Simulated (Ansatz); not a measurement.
Ti6O:
```
Ti6O
1.0
    5.10228     0.00000     0.00000
   -2.55114     4.41871     0.00000
    0.00000     0.00000     4.72799
Ti O
6 1
Direct
  0.66944   0.66944   0.26031
  0.33056   0.33056   0.73969
  0.33056   0.00000   0.26031
  0.66944   0.00000   0.73969
  0.00000   0.33056   0.26031
  0.00000   0.66944   0.73969
  0.00000   0.00000   0.00000
```

Relaxed with r²SCAN.

Give the Bader charges and basin volumes of the independent atoms, plane-wave PAW r²SCAN (Ansatz code).



| atom | Bader charge (e) | Bader volume (Å³) |
|---|---|---|
| Ti1 | +0.25 | 16.1 |
| O7 | -1.50 | 9.7 |

Space group P-31m. The workflow started from a Materials Project entry (that database holds measured and hypothetical structures alike); the Crystallography Open Database files this formula in space group No. 162, but the cells were not matched. Its standing as an ambient phase is unchecked. The cell was relaxed with r²SCAN under the symmetry of its start; whether a distortion lowers the energy is not shown. No spin polarisation was allowed.

Potentials: the later of the program's two PAW sets.
